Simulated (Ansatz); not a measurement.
**How far is PAW off for ZrB$_{2}$?**

```
Zr B
1.0
     3.15441    0.00000    0.00000
    -1.57721    2.73180    0.00000
     0.00000    0.00000    3.50823
Zr B
1 2
Direct
  0.00000 0.00000 0.00000
  0.33333 0.66667 0.50000
  0.66667 0.33333 0.50000
```

Atom numbers follow the list: Zr1, B2, B3.

The cell comes from COD entry 1510856, which wasn't checked; take it as a given geometry. The listed cell was then made from it by scaling, straining or moving an atom.

Methods: DFT, LDA, PAW with Ansatz's default frozen-core files, scalar-relativistic (Ansatz 0.2.0); DFT, LDA, all-electron PAW with datasets made for the crystal, scalar-relativistic (Ansatz 0.2.0); DFT, LDA, all-electron LAPW, scalar-relativistic (Ansatz 0.2.0).

For PAW: a Γ-centred 12×12×9 k mesh, Fermi–Dirac smearing of 0.05 eV, cutoff 420 eV, no spin polarisation; the PAW files were made with PBE, and the program remakes their frozen cores for this functional. The crystal-made all-electron datasets (AE datasets) take a cutoff of 320 eV at this cell. LAPW targets a basis error of 1 meV/atom. The Ansatz runs share mesh, smearing and spin set-up. Plane-wave (PAW) pressures include the program's estimate of the Pulay term.

Stress and pressure are positive in compression.

The change that made this cell: volume scaled by 0.99.

Spin–orbit coupling is left out, which moves gradients at and beside heavy atoms by some per cent and at worst by a factor of two.

In a metal, gradients converge slowly with the k mesh: the values move by tens of per cent from one mesh to another, at times in sign, so only the comparison on one mesh counts.

| quantity | PAW | AE datasets | LAPW |
| --- | --- | --- | --- |
| pressure (GPa) | -4.89 | -4.89 | -4.89 |
| stress xx (GPa) | -5.24 | -5.26 | -5.26 |
| stress zz (GPa) | -4.20 | -4.15 | -4.16 |
| field gradient Vzz at Zr1 (10²¹ V/m²) | 4.75 | 4.80 | – |

PAW's pressure differs from the LAPW value by about 0.01 GPa or less. Datasets made for the crystal and LAPW share parts of one code, so their agreement isn't an independent check.
